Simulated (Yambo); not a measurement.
G0W0@PBEsol for MgZnO2 (space group P3m1, No. 156) in Yambo. Reference settings: 6×6×4 Γ-centred k mesh, bands 6 to 124 and a 10 Ry block in the screening, 124 bands in G with the Bruneval-Gonze terminator, plasmon pole fitted at 27.2 eV. The PBEsol gap Γ → Γ on this mesh is 1.76 eV; G0W0 gaps are taken between the same points.

The settings were changed. The gap went from 3.57 eV to 3.63 eV, and the shift of the valence edge from -1.20 eV to -1.24 eV.

Q: Name the change that produced these shifts.
(A) 50 bands in G
(B) no random integration
(C) 62 bands in W
(D) 50 bands in G, no terminator

A: A, 50 bands in G. The others gave (gap, valence shift): 62 bands in W: 3.66, -1.12 eV; no random integration: 3.52, -1.03 eV; 50 bands in G, no terminator: 3.29, -0.59 eV.

Geometry relaxed with PBEsol; primitive cell a = 3.2625 Å, b = 3.2625 Å, c = 5.1200 Å, α = 90.00°, β = 90.00°, γ = 120.00°.

The structure is a Materials Project entry; no match was found in the copy of COD used, and its stability was not checked.

A shift is the quasiparticle energy of the state minus its PBEsol energy.
